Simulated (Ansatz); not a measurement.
LaAs: frozen-core PAW against all-electron methods

```
La As
1.0
     0.00000    3.06250    3.06250
     3.06250    0.00000    3.06250
     3.06250    3.06250    0.00000
La As
1 1
Cartesian
  0.0000 0.0000 0.0000
  3.0625 3.0625 3.0625
```

Atom numbers follow the list: La1, As2.

The cell is COD entry 9008656, as deposited and not checked against the literature; nothing was relaxed.

Spin–orbit coupling is left out, though it moves levels of the heavy atoms by tenths of an eV or more.

Levels of theory: DFT, PBEsol, PAW with Ansatz's default frozen-core files, scalar-relativistic (Ansatz 0.2.0); DFT, PBEsol, all-electron PAW with datasets made for the crystal, scalar-relativistic (Ansatz 0.2.0); DFT, PBEsol, all-electron LAPW, scalar-relativistic (Ansatz 0.2.0).

For PAW: a Γ-centred 12×12×12 k mesh, Fermi–Dirac smearing of 0.05 eV, cutoff 420 eV, no spin polarisation; the PAW files were made with PBE, and the program remakes their frozen cores for this functional. The crystal-made all-electron datasets (AE datasets) take a cutoff of 300 eV at this cell. LAPW targets a basis error of 1 meV/atom. The Ansatz runs share mesh, smearing and spin set-up. Plane-wave (PAW) pressures include the program's estimate of the Pulay term.

Stress and pressure are positive in compression.

Levels count from the Fermi level.

| quantity | PAW | AE datasets | LAPW |
| --- | --- | --- | --- |
| pressure (GPa) | -0.51 | -0.49 | -0.49 |
| highest filled level at Γ (eV) | -9.922 | -9.924 | -9.924 |
| lowest empty level at Γ (eV) | 0.104 | 0.105 | 0.105 |
| highest filled level at U (eV) | -0.986 | -0.987 | -0.987 |
| lowest empty level at U (eV) | 1.235 | 1.237 | 1.237 |

PAW's pressure differs from the LAPW value by -0.03 GPa.
